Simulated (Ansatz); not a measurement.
The start is a generated trial cell of ZrO2 in the baddeleyite structure type. Cell shape, volume and atoms are optimised at zero target pressure with PBE (plane waves to 420 eV, PAW, scalar-relativistic; Ansatz, an electronic-structure program). First-step values are on the input's coarse k-mesh.

Ansatz input (later rounds restart from its end on a renewed k-mesh):
Ansatz 0.2 input:
```yaml
crystal:
  lattice:
    - [5.1505, 0, 0]
    - [0, 5.2116, 0]
    - [-0.852884, 0, 5.248454]
  atoms:
    - { symbol: Zr, position: [0.2754, 0.0395, 0.2083] }
    - { symbol: Zr, position: [0.7246, 0.5395, 0.2917] }
    - { symbol: Zr, position: [0.7246, 0.9605, 0.7917] }
    - { symbol: Zr, position: [0.2754, 0.4605, 0.7083] }
    - { symbol: O, position: [0.07, 0.3317, 0.3447] }
    - { symbol: O, position: [0.93, 0.8317, 0.1553] }
    - { symbol: O, position: [0.93, 0.6683, 0.6553] }
    - { symbol: O, position: [0.07, 0.1683, 0.8447] }
    - { symbol: O, position: [0.4496, 0.7569, 0.4792] }
    - { symbol: O, position: [0.5504, 0.2569, 0.0208] }
    - { symbol: O, position: [0.5504, 0.2431, 0.5208] }
    - { symbol: O, position: [0.4496, 0.7431, 0.9792] }
basis: { ecutwfc: 420, ecutrho_ratio: 4, xc_grid: 2, fft_grid_basis: typed }
kpoints: { mp_grid: { grid: [4, 4, 4] } }
hamiltonian:
  xc: pbe
  dispersion: none
  pseudopotentials: { kind: paw }
scf: { occupations: { method: fermi_dirac, width: 0.05 } }
relax: { f_tol: 0.01, max_steps: 100, cell: { stress_tol: 0.02 } }
output: { forces: true, stress: true }
```

```json
{
 "initial_pressure": "+4.8 GPa (positive: the cell is compressed)",
 "largest_initial_force": "0.23 eV/Å, on Zr1, Zr2, Zr3, Zr4 (atoms numbered as listed)",
 "outcome": "The space group stays P2₁/c (No. 14) (the run could not lower it); the end is AFLOW prototype A2B_mP12_14_2e_e (C43, as in ZrO2), with 12 atoms in the primitive cell",
 "energy_released": "0.005 eV/atom",
 "volume_change": "+2.4 %, from 11.74 to 12.02 Å³/atom",
 "Shortest distances (start → end)": "The closest pairs of elements (up to four, under 3.6 Å), start → end: O–Zr 2.05 → 2.06 Å; O–O 2.54 → 2.57 Å; Zr–Zr 3.33 → 3.37 Å",
 "band_gap_at_the_end": "3.65 eV, indirect (valence top at Γ, conduction bottom at Y2) (no spin-orbit coupling)",
 "optimiser_moves": "8"
}
```

It ends as:

```cif
data_O8Zr4
_chemical_formula_sum 'Zr4 O8'
_space_group_name_H-M_alt 'P21/c'
_space_group_IT_number 14
_space_group_name_Hall '-P 2ybc'
_cell_length_a 5.18987
_cell_length_b 5.24188
_cell_length_c 5.37846
_cell_angle_alpha 90.000
_cell_angle_beta 99.683
_cell_angle_gamma 90.000
loop_
_atom_site_label
_atom_site_type_symbol
_atom_site_symmetry_multiplicity
_atom_site_Wyckoff_symbol
_atom_site_fract_x
_atom_site_fract_y
_atom_site_fract_z
_atom_site_occupancy
Zr1 Zr 4 e 0.27576 0.04379 0.21002 1
O1 O 4 e 0.06497 0.32630 0.35005 1
O2 O 4 e 0.54900 0.25674 0.02448 1
```

Final values are on a 5×5×5 k-mesh of the relaxed cell. No spin polarisation in the result.

The run could not lose the symmetry of its start; a randomly shaken copy of 12 atoms returns to this structure.
